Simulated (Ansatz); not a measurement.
AlGa$_{3}$N$_{4}$:
```yaml
crystal:
  lattice:
    - [4.42702, 0.00000, 0.00000]
    - [0.00000, 4.42702, 0.00000]
    - [0.00000, 0.00000, 4.42702]
  atoms:
    - { symbol: Al, position: [0.00000, 0.00000, 0.00000] }
    - { symbol: Ga, position: [0.50000, 0.50000, 0.00000] }
    - { symbol: Ga, position: [0.00000, 0.50000, 0.50000] }
    - { symbol: Ga, position: [0.50000, 0.00000, 0.50000] }
    - { symbol: N, position: [0.75481, 0.75481, 0.24519] }
    - { symbol: N, position: [0.75481, 0.24519, 0.75481] }
    - { symbol: N, position: [0.24519, 0.24519, 0.24519] }
    - { symbol: N, position: [0.24519, 0.75481, 0.75481] }
```

Relaxed with LDA. Special points in fractions of this cell's reciprocal vectors: Γ (0.000, 0.000, 0.000); X (0.000, 0.500, 0.000); M (0.500, 0.500, 0.000); R (0.500, 0.500, 0.500).

List the band energies nearest the valence-band maximum at these points for LDA (plane waves, PAW; program Ansatz).

In eV from the valence-band maximum; about four levels below and three above (degenerate sets whole), none deeper than 8.9 eV; points with the same levels are listed once.

```
k                             below                above
-  --------------------------------  -------------------
Γ  -2.55 -2.55 -2.55 0.00 0.00 0.00  2.56 3.39 3.39 3.39
X           -1.54 -1.54 -1.24 -1.24  4.98 5.07 6.21 6.21
M           -1.02 -0.97 -0.97 -0.66       6.84 7.02 7.02
R     -0.79 -0.79 -0.71 -0.71 -0.71       5.10 5.10 5.10
```

Space group P-43m. The first step of the workflow began from a Materials Project structure, measured or hypothetical; the Crystallography Open Database copy checked does not list it. With Al and Ga taken as one species the cell has the higher symmetry F-43m, so it may be an ordered model of a mixed-site phase. Whether it is the stable phase at ambient conditions was not checked. The LDA relaxation kept the symmetry of its start; phonons on a q-mesh show no instability. Scalar-relativistic: spin–orbit coupling is off unless named, which matters more the heavier the elements.

Potentials: the later of the program's two PAW sets.
